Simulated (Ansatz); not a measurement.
Molecular dynamics on a 1×1×1 supercell (3 atoms) of SnTe₂ (CdCl2 type), relaxed with r2SCAN+rVV10. Forces come from PBE in Ansatz 0.2.0: Langevin thermostat and barostat (NPT), 1000 K, steps of 1.5 fs. Classical nuclei, no spin polarisation; a few dozen steps show the first response, not equilibrium. The structure comes from a prototype and may be hypothetical.

```yaml
crystal:
  lattice:
    - [2.0883103871, 1.2056865642, 6.2909642669]
    - [-2.0883103871, 1.2056865642, 6.2909642669]
    - [0.0, -2.4113731283, 6.2909642669]
  atoms:
    - { symbol: Sn, position: [0.0, 0.0, 0.0] }
    - { symbol: Te, position: [0.2413664389, 0.2413664389, 0.2413664389] }
    - { symbol: Te, position: [0.7586335611, 0.7586335611, 0.7586335611] }
kpoints:
  mp_grid: { grid: [4, 4, 4] }
hamiltonian:
  xc: pbe
scf:
  occupations: { method: fermi_dirac, width: 0.086 }
md:
  ensemble: npt_langevin
  temperature: 1000
  timestep: 1.5
  n_steps: 20
  initial_velocities: maxwell_boltzmann
  seed: 3348
```

Command: `ansatz run input.yaml --threads 4 --pin off --max-ram 3686MiB --backend cpu --events-out ev --progress --plain --runs-dir out`.

Task: It ran on 4 threads of Arm Neoverse V2 (shared host). About how long did it take, and how much host memory at the peak?

Result: About 31 s, with a peak of 0.46 GiB.

Task: How do temperature and energy develop?

Result: The temperature starts at 667 K, is lowest at step 13 (480 K, 19.5 fs) and ends at 549 K. The thermostat hasn't had time to restore it. The first value is 2/3 of the setting, since velocities are drawn without the motion of the centre of mass and T is counted over all atoms.
```tsv
step	t (fs)	T (K)	free energy F from step 0 (meV/atom)	kinetic energy (meV/atom)	pressure (GPa)	volume (Å³/atom)	largest force (eV/Å)
0	0	667	0.0	86.2	2.56	31.68	0.23
1	1.5	661	-0.1	85.5	2.54	31.67	0.24
2	3	595	0.1	77.0	2.52	31.64	0.25
3	4.5	631	0.1	81.5	2.52	31.63	0.25
4	6	785	0.1	101.5	2.56	31.64	0.25
5	7.5	859	0.0	111.0	2.54	31.67	0.25
6	9	843	-0.1	109.0	2.47	31.71	0.26
7	10.5	817	0.1	105.6	2.43	31.73	0.27
8	12	585	0.3	75.7	2.30	31.75	0.27
9	13.5	589	0.7	76.2	2.28	31.76	0.28
10	15	554	1.0	71.6	2.24	31.79	0.29
11	16.5	545	1.2	70.4	2.19	31.83	0.30
12	18	551	1.4	71.3	2.15	31.87	0.31
13	19.5	480	1.8	62.0	2.09	31.90	0.31
14	21	484	2.1	62.6	2.06	31.93	0.32
15	22.5	583	2.6	75.3	2.07	31.96	0.33
16	24	585	3.2	75.7	2.06	31.99	0.33
17	25.5	555	3.6	71.7	2.03	32.03	0.33
18	27	547	4.1	70.7	1.99	32.07	0.36
19	28.5	506	4.8	65.4	1.95	32.10	0.39
20	30	549	5.5	70.9	1.95	32.13	0.42
```

Positions (Å) and forces (eV/Å) at step 20:
```
cell (Å): 2.098 1.211 6.321; -2.098 1.211 6.321; 0.000 -2.423 6.321
Sn   0.026   0.002  -0.028    -0.053  -0.055  -0.056
Te   0.114   0.041   4.545    -0.246  -0.126  -0.174
Te  -0.077  -0.066  14.354     0.299   0.181   0.230
```
